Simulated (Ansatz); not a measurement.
TiO$_{2}$ (anatase)

```
TiO2
1.0
   -1.89940     1.89940     4.85040
    1.89940    -1.89940     4.85040
    1.89940     1.89940    -4.85040
Ti O
2 4
Direct
  0.50000   0.50000   0.00000
  0.25000   0.75000   0.50000
  0.29355   0.29355   0.00000
  0.04355   0.54355   0.50000
  0.45645   0.95645   0.50000
  0.70645   0.70645   0.00000
```

The volume is varied about the relaxed value V₀ at fixed cell shape. The atoms relax within the cell's symmetry.

Method: PBE (plane waves to 420 eV, PAW, scalar-relativistic; Ansatz, a quantum-chemistry and plane-wave program). k mesh 12×12×12 (Γ-centred), Fermi-Dirac smearing 0.05 eV. E stands for the smeared free energy. Stress and pressure are positive under compression. With the shape held, the modulus is that of even scaling; a crystal free to change shape is softer. TiO2 is run without spin polarisation. TiO2 was relaxed with its symmetry unable to fall. The zero of ΔE is the relaxed starting cell.

```csv
V (Å³/atom),ΔE (meV/atom)
9.799,240.3
10.111,157.9
10.422,95.7
10.733,51.1
11.044,21.6
11.355,5.1
11.666,0.0
11.977,4.6
12.288,17.7
12.599,38.0
12.910,64.5
13.221,withheld
13.532,132.8
```

Problem. Fit a third-order Birch-Murnaghan form (E₀, V₀, B₀, B₀′ free) to the given rows and predict ΔE at V = 13.221.

Solution. Least squares on the 12 given rows: ΔE = E₀ + (9V₀B₀/16)·y²·[2 + (B₀′ − 4)y], y = (V₀/V)^(2/3) − 1, with V₀ = 11.668 Å³/atom, B₀ = 187.2 GPa (160.2 GPa = 1 eV/Å³; the term in eV is multiplied by 1000), B₀′ = 4.46, E₀ = 0.11 meV/atom; root-mean-square residual 0.13 meV/atom. At 13.221 the fit gives 96.3 meV/atom; the calculation gives 96.4 meV/atom, so the interpolation is off by -0.1 (-0.1 %). For the pressure the fit gives -17.7 GPa against the computed -17.7 GPa.

(Under strain, the slope of the energy per volume gives the stress and its curvature an elastic modulus.)
